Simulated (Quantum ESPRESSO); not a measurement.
**Band energies of LiH**

```
LiH
1.0
    0.00000     2.00862     2.00862
    2.00862     0.00000     2.00862
    2.00862     2.00862     0.00000
H Li
1 1
Cartesian
  2.00862   2.00862   2.00862
  0.00000   0.00000   0.00000
```

LDA (Quantum ESPRESSO, PseudoDojo norm-conserving, 74 Ry, without SOC); path ΓXWKΓLUWLK,UX; energies in eV from the valence-band maximum.

| k (1/Å) | point | band 1 | band 2 | band 3 | band 4 | band 5 |
|---|---|---|---|---|---|---|
| 0.00 | Γ | -43.44 | -5.53 | 16.04 | 17.34 | 17.34 |
| 0.52 |  | -43.43 | -4.87 | 13.09 | 14.22 | 14.22 |
| 1.04 |  | -43.39 | -2.78 | 7.13 | 11.36 | 11.36 |
| 1.56 | X | -43.38 | 0.00 | 2.62 | 10.37 | 10.37 |
| 2.12 |  | -43.38 | -0.21 | 3.79 | 6.36 | 11.23 |
| 2.35 | W | -43.38 | -0.25 | 4.90 | 4.90 | 11.44 |
| 2.79 |  | -43.38 | -0.53 | 3.81 | 7.09 | 11.49 |
| 2.90 | K | -43.38 | -0.56 | 3.77 | 7.25 | 11.50 |
| 3.31 |  | -43.39 | -2.15 | 6.11 | 7.47 | 13.77 |
| 3.83 |  | -43.41 | -4.30 | 10.66 | 10.74 | 15.92 |
| 4.35 |  | -43.44 | -5.43 | 15.16 | 16.37 | 17.13 |
| 4.56 | Γ | -43.44 | -5.53 | 16.04 | 17.34 | 17.34 |
| 4.87 |  | -43.44 | -5.30 | 13.92 | 16.40 | 16.87 |
| 5.50 |  | -43.40 | -3.64 | 6.70 | 14.02 | 15.89 |
| 5.91 | L | -43.39 | -2.74 | 4.62 | 13.47 | 15.92 |
| 6.02 |  | -43.39 | -2.70 | 4.62 | 13.16 | 15.64 |
| 6.55 |  | -43.38 | -1.53 | 4.64 | 8.00 | 12.60 |
| 6.87 | U | -43.38 | -0.56 | 3.77 | 7.25 | 11.50 |
| 7.09 |  | -43.38 | -0.47 | 3.95 | 6.65 | 11.47 |
| 7.42 | W | -43.38 | -0.25 | 4.90 | 4.90 | 11.44 |
| 7.61 |  | -43.38 | -0.54 | 4.88 | 5.43 | 11.61 |
| 8.16 |  | -43.39 | -2.31 | 4.69 | 10.60 | 13.94 |
| 8.53 | L | -43.39 | -2.74 | 4.62 | 13.47 | 15.92 |
| 8.62 |  | -43.39 | -2.71 | 4.62 | 13.21 | 15.69 |
| 9.10 |  | -43.38 | -1.74 | 4.69 | 8.52 | 12.91 |
| 9.49 | K | -43.38 | -0.56 | 3.77 | 7.25 | 11.50 |
| 9.49 | U | -43.38 | -0.56 | 3.77 | 7.25 | 11.50 |
| 10.04 | X | -43.38 | 0.00 | 2.62 | 10.37 | 10.37 |

The LDA gap is direct, 2.62 eV at X.

Geometry of the Materials Project entry, not relaxed at this level.
